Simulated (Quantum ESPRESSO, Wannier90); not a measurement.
**Wannierisation of Si2N2O (Cmc2₁)**

Structure: Materials Project mp-4497, symmetrised, not relaxed again. COD (Crystallography Open Database) has an entry of this formula and space group (matched by these alone). Computed values, not measurements, from PBEsol: Quantum ESPRESSO (norm-conserving PseudoDojo potentials, cutoff 68 Ry, no spin polarisation, no spin-orbit coupling) on a Γ-centred 4×4×4 mesh, then Wannier90. Density: 8×8×6 mesh, cold smearing 0.01 Ry.

On the energy scale of pw.x, whose zero is arbitrary, the valence-band maximum lies at 5.36 eV.

Input w.win:

```
num_bands = 24
num_wann = 24
exclude_bands = 25-58
num_iter = 1000
conv_tol = 1.0e-6
conv_window = 4
trial_step = 0.5
write_hr = true
write_u_matrices = true
auto_projections = true
begin unit_cell_cart
ang
    4.4448550000   -2.7520550000    0.0000000000
    4.4448550000    2.7520550000    0.0000000000
    0.0000000000    0.0000000000    4.8586100000
end unit_cell_cart
begin atoms_frac
Si   0.0266800000  0.3275800000  0.2707000000
Si  -0.0266800000 -0.3275800000 -0.2293000000
Si  -0.3275800000 -0.0266800000  0.2707000000
Si   0.3275800000  0.0266800000 -0.2293000000
N    0.0956400000  0.3428800000 -0.3849800000
N   -0.0956400000 -0.3428800000  0.1150200000
N   -0.3428800000 -0.0956400000 -0.3849800000
N    0.3428800000  0.0956400000  0.1150200000
O   -0.2087200000  0.2087200000  0.2212900000
O    0.2087200000 -0.2087200000 -0.2787100000
end atoms_frac
mp_grid = 4 4 4
begin kpoints
0.0000000000 0.0000000000 0.0000000000
0.0000000000 0.0000000000 0.2500000000
0.0000000000 0.0000000000 0.5000000000
... (61 more lines: the 4x4x4 mesh through Gamma)
end kpoints
```

Input of pw2wannier90.x that gives the overlap and projection files (equivalent; here they were cut from one run over all bands):

```
&inputpp
  outdir = './out'
  prefix = 'pwscf'
  seedname = 'w'
  write_amn = .true.
  write_mmn = .true.
  scdm_proj = .true.
  scdm_entanglement = 'isolated'
/
```

Output w.wout (banner and timings cut):

```
                                    ------
                                    SYSTEM
                                    ------

                              Lattice Vectors (Ang)
                    a_1     4.444855  -2.752055   0.000000
                    a_2     4.444855   2.752055   0.000000
                    a_3     0.000000   0.000000   4.858610

                   Unit Cell Volume:     118.86575  (Ang^3)

                        Reciprocal-Space Vectors (Ang^-1)
                    b_1     0.706793  -1.141544   0.000000
                    b_2     0.706793   1.141544  -0.000000
                    b_3    -0.000000   0.000000   1.293206

 *----------------------------------------------------------------------------*
 |   Site       Fractional Coordinate          Cartesian Coordinate (Ang)     |
 +----------------------------------------------------------------------------+
 | si   1   0.02668   0.32758   0.27070   |    1.57463   0.82809   1.31523    |
 | si   2  -0.02668  -0.32758  -0.22930   |   -1.57463  -0.82809  -1.11408    |
 | si   3  -0.32758  -0.02668   0.27070   |   -1.57463   0.82809   1.31523    |
 | si   4   0.32758   0.02668  -0.22930   |    1.57463  -0.82809  -1.11408    |
 | n    1   0.09564   0.34288  -0.38498   |    1.94916   0.68042  -1.87047    |
 | n    2  -0.09564  -0.34288   0.11502   |   -1.94916  -0.68042   0.55884    |
 | n    3  -0.34288  -0.09564  -0.38498   |   -1.94916   0.68042  -1.87047    |
 | n    4   0.34288   0.09564   0.11502   |    1.94916  -0.68042   0.55884    |
 | o    1  -0.20872   0.20872   0.22129   |    0.00000   1.14882   1.07516    |
 | o    2   0.20872  -0.20872  -0.27871   |    0.00000  -1.14882  -1.35414    |
 *----------------------------------------------------------------------------*
                                ------------
                                K-POINT GRID
                                ------------

             Grid size =  4 x  4 x  4      Total points =   64

 *---------------------------------- MAIN ------------------------------------*
 |  Number of Wannier Functions               :                24             |
 |  Number of Objective Wannier Functions     :                24             |
 |  Number of input Bloch states              :                24             |
 |  Output verbosity (1=low, 5=high)          :                 1             |
 |  Timing Level (1=low, 5=high)              :                 1             |
 |  Optimisation (0=memory, 3=speed)          :                 3             |
 |  Length Unit                               :               Ang             |
 |  Post-processing setup (write *.nnkp)      :                 F             |
 |  Using Gamma-only branch of algorithms     :                 F             |
 *----------------------------------------------------------------------------*
 *------------------------------- WANNIERISE ---------------------------------*
 |  Total number of iterations                :              1000             |
 |  Number of CG steps before reset           :                 5             |
 |  Trial step length for line search         :             0.500             |
 |  Convergence tolerence                     :         0.100E-05             |
 |  Convergence window                        :                 4             |
 |  Iterations between writing output         :                 1             |
 |  Iterations between backing up to disk     :               100             |
 |  Write r^2_nm to file                      :                 F             |
 |  Write xyz WF centres to file              :                 F             |
 |  Write on-site energies <0n|H|0n> to file  :                 F             |
 |  Use guiding centre to control phases      :                 F             |
 |  Use phases for initial projections        :                 F             |
 *----------------------------------------------------------------------------*
 *-------------------------------- PLOTTING ----------------------------------*
 |  Plotting Hamiltonian in WF basis          :                 T             |
 *----------------------------------------------------------------------------*

 *---------------------------------- K-MESH ----------------------------------*
 +----------------------------------------------------------------------------+
 |                    Distance to Nearest-Neighbour Shells                    |
 |                    ------------------------------------                    |
 |          Shell             Distance (Ang^-1)          Multiplicity         |
 |          -----             -----------------          ------------         |
 |             1                   0.323302                      2            |
 |             2                   0.335660                      4            |
 |             3                   0.353397                      2            |
 |             4                   0.466038                      8            |
 |             5                   0.478971                      4            |
 |             6                   0.570772                      2            |
 |             7                   0.602035                      4            |
 |             8                   0.646603                      2            |
       ... (lines left out)
 +----------------------------------------------------------------------------+
 | The b-vectors are chosen automatically                                     |
 | The following shells are used:                       1,  2,  3             |
 +----------------------------------------------------------------------------+
 |                        Shell   # Nearest-Neighbours                        |
 |                        -----   --------------------                        |
 |                          1               2                                 |
 |                          2               4                                 |
 |                          3               2                                 |
 +----------------------------------------------------------------------------+
 | Completeness relation is fully satisfied [Eq. (B1), PRB 56, 12847 (1997)]  |
 +----------------------------------------------------------------------------+
 |                  b_k Vectors (Ang^-1) and Weights (Ang^2)                  |
 |                  ----------------------------------------                  |
 |            No.         b_k(x)      b_k(y)      b_k(z)        w_b           |
 |            ---        --------------------------------     --------        |
 |             1         0.000000    0.000000    0.323302     4.783594        |
 |             2         0.000000    0.000000   -0.323302     4.783594        |
 |             3         0.176698    0.285386    0.000000     3.069548        |
 |             4         0.176698   -0.285386    0.000000     3.069548        |
 |             5        -0.176698   -0.285386    0.000000     3.069548        |
 |             6        -0.176698    0.285386    0.000000     3.069548        |
 |             7         0.353397    0.000000    0.000000     2.468778        |
 |             8        -0.353397    0.000000    0.000000     2.468778        |
 +----------------------------------------------------------------------------+
 |                           b_k Directions (Ang^-1)                          |
 |                           -----------------------                          |
 |            No.           x           y           z                         |
 |            ---        --------------------------------                     |
 |             1         0.000000    0.000000    0.323302                     |
 |             2         0.176698    0.285386    0.000000                     |
 |             3         0.176698   -0.285386    0.000000                     |
 |             4         0.353397    0.000000    0.000000                     |
 +----------------------------------------------------------------------------+

 Starting a new Wannier90 calculation ...

 Reading overlaps from w.mmn

 Reading projections from w.amn

 *------------------------------- WANNIERISE ---------------------------------*
 +--------------------------------------------------------------------+<-- CONV
 | Iter  Delta Spread     RMS Gradient      Spread (Ang^2)            |<-- CONV
 +--------------------------------------------------------------------+<-- CONV

 ------------------------------------------------------------------------------
 Initial State
  WF centre and spread    1  (  0.013612,  1.433893,  1.104138 )     0.67029405
  WF centre and spread    2  ( -0.013612, -1.433893, -1.325167 )     0.67029405
  WF centre and spread    3  ( -0.234898, -0.975968, -1.086377 )     0.61933496
  WF centre and spread    4  (  0.234898,  0.975968,  1.342928 )     0.61933496
  WF centre and spread    5  (  0.373661, -1.016297, -1.317544 )     0.60687876
  WF centre and spread    6  ( -0.373661,  1.016297,  1.111761 )     0.60687876
  WF centre and spread    7  (  0.123813,  1.035096,  0.824972 )     0.70334748
  WF centre and spread    8  ( -0.123813, -1.035096, -1.604333 )     0.70334748
  WF centre and spread    9  ( -1.812060, -0.992208,  0.718598 )     0.93326036
  WF centre and spread   10  (  1.812060,  0.992208, -1.710707 )     0.93326036
  WF centre and spread   11  (  1.691961, -0.902589,  0.705389 )     0.93592758
  WF centre and spread   12  ( -1.691961,  0.902589, -1.723916 )     0.93592758
  WF centre and spread   13  ( -1.763845, -0.278810,  0.720205 )     0.80047310
  WF centre and spread   14  (  1.763845,  0.278810, -1.709100 )     0.80047310
  WF centre and spread   15  ( -2.324110,  0.837651, -1.690472 )     0.83780616
  WF centre and spread   16  (  2.324110, -0.837651,  0.738833 )     0.83780616
  WF centre and spread   17  ( -2.312882, -0.718075,  0.708077 )     0.89950888
  WF centre and spread   18  (  2.312882,  0.718075, -1.721228 )     0.89950888
  WF centre and spread   19  ( -1.865496,  0.219146, -1.768980 )     0.79196877
  WF centre and spread   20  (  1.865496, -0.219146,  0.660325 )     0.79196877
  WF centre and spread   21  (  1.943901,  0.712314, -2.374071 )     0.77145631
  WF centre and spread   22  ( -1.950928,  0.741852, -2.332860 )     0.83499186
  WF centre and spread   23  ( -1.943901, -0.712314,  0.055234 )     0.77145631
  WF centre and spread   24  (  1.950928, -0.741852,  0.096445 )     0.83499186
  Sum of centres and spreads ( -0.000000, -0.000000,-11.577848 )    18.81049654

      0     0.188E+02     0.0000000000       18.8104965357  <-- CONV
        O_D=      0.0043086 O_OD=      3.8035467 O_TOT=     18.8104965 <-- SPRD
 ------------------------------------------------------------------------------
      1    -0.271E+00     0.4475773285       18.5391457319  <-- CONV
        O_D=      0.0041084 O_OD=      3.5323961 O_TOT=     18.5391457 <-- SPRD
      2    -0.820E-01     0.3415252835       18.4571824404  <-- CONV
        O_D=      0.0024961 O_OD=      3.4520451 O_TOT=     18.4571824 <-- SPRD
      3    -0.205E-01     0.2066749807       18.4366658574  <-- CONV
        O_D=      0.0013065 O_OD=      3.4327181 O_TOT=     18.4366659 <-- SPRD
      4    -0.614E-02     0.1131679277       18.4305271290  <-- CONV
        O_D=      0.0012482 O_OD=      3.4266376 O_TOT=     18.4305271 <-- SPRD
      5    -0.799E-02     0.0890587010       18.4225394242  <-- CONV
        O_D=      0.0015574 O_OD=      3.4183408 O_TOT=     18.4225394 <-- SPRD
       ... (lines left out)
    100    -0.257E-03     0.0201006131       18.2516138790  <-- CONV
        O_D=      0.0012078 O_OD=      3.2477648 O_TOT=     18.2516139 <-- SPRD
       ... (lines left out)
    200    -0.813E-04     0.0103760654       18.2256544266  <-- CONV
        O_D=      0.0011865 O_OD=      3.2218267 O_TOT=     18.2256544 <-- SPRD
       ... (lines left out)
    300    -0.611E-04     0.0088704552       18.2169421362  <-- CONV
        O_D=      0.0011879 O_OD=      3.2131130 O_TOT=     18.2169421 <-- SPRD
       ... (lines left out)
    400    -0.484E-05     0.0028028355       18.2152517274  <-- CONV
        O_D=      0.0011789 O_OD=      3.2114315 O_TOT=     18.2152517 <-- SPRD
       ... (lines left out)
    486    -0.846E-06     0.0011243864       18.2149324688  <-- CONV
        O_D=      0.0011793 O_OD=      3.2111118 O_TOT=     18.2149325 <-- SPRD
    487    -0.831E-06     0.0014421326       18.2149316373  <-- CONV
        O_D=      0.0011792 O_OD=      3.2111111 O_TOT=     18.2149316 <-- SPRD
    488    -0.942E-06     0.0011213617       18.2149306957  <-- CONV
        O_D=      0.0011792 O_OD=      3.2111102 O_TOT=     18.2149307 <-- SPRD
             <<<     Delta < 1.000E-06  over  4 iterations     >>>
             <<< Wannierisation convergence criteria satisfied >>>
 Final State
  WF centre and spread    1  (  0.003892,  1.421923,  1.175542 )     0.66502268
  WF centre and spread    2  ( -0.003892, -1.421923, -1.253763 )     0.66502268
  WF centre and spread    3  ( -0.335077, -0.963338, -1.208452 )     0.57391056
  WF centre and spread    4  (  0.335077,  0.963338,  1.220853 )     0.57391056
  WF centre and spread    5  (  0.346695, -0.971132, -1.219575 )     0.56906394
  WF centre and spread    6  ( -0.346695,  0.971132,  1.209730 )     0.56906394
  WF centre and spread    7  (  0.007727,  1.106554,  0.776372 )     0.67801352
  WF centre and spread    8  ( -0.007727, -1.106554, -1.652933 )     0.67801352
  WF centre and spread    9  ( -1.709452, -0.804988,  0.658957 )     1.03545161
  WF centre and spread   10  (  1.709452,  0.804988, -1.770348 )     1.03545161
  WF centre and spread   11  (  1.708643, -0.803409,  0.658087 )     1.03567867
  WF centre and spread   12  ( -1.708643,  0.803409, -1.771218 )     1.03567867
  WF centre and spread   13  ( -1.919374, -0.215529,  0.737689 )     0.75817251
  WF centre and spread   14  (  1.919374,  0.215529, -1.691616 )     0.75817251
  WF centre and spread   15  ( -2.299644,  0.975063, -1.678452 )     0.75448773
  WF centre and spread   16  (  2.299644, -0.975063,  0.750853 )     0.75448773
  WF centre and spread   17  ( -2.300922, -0.973479,  0.749722 )     0.75523464
  WF centre and spread   18  (  2.300922,  0.973479, -1.679583 )     0.75523464
  WF centre and spread   19  ( -1.920574,  0.215549, -1.691904 )     0.75851614
  WF centre and spread   20  (  1.920574, -0.215549,  0.737401 )     0.75851614
  WF centre and spread   21  (  1.901968,  0.708898, -2.373730 )     0.76186508
  WF centre and spread   22  ( -1.902829,  0.708860, -2.373713 )     0.76204828
  WF centre and spread   23  ( -1.901968, -0.708898,  0.055575 )     0.76186508
  WF centre and spread   24  (  1.902829, -0.708860,  0.055592 )     0.76204828
  Sum of centres and spreads ( -0.000000, -0.000000,-11.578912 )    18.21493070

         Spreads (Ang^2)       Omega I      =    15.002641282
        ================       Omega D      =     0.001179203
                               Omega OD     =     3.211110210
    Final Spread (Ang^2)       Omega Total  =    18.214930696
```
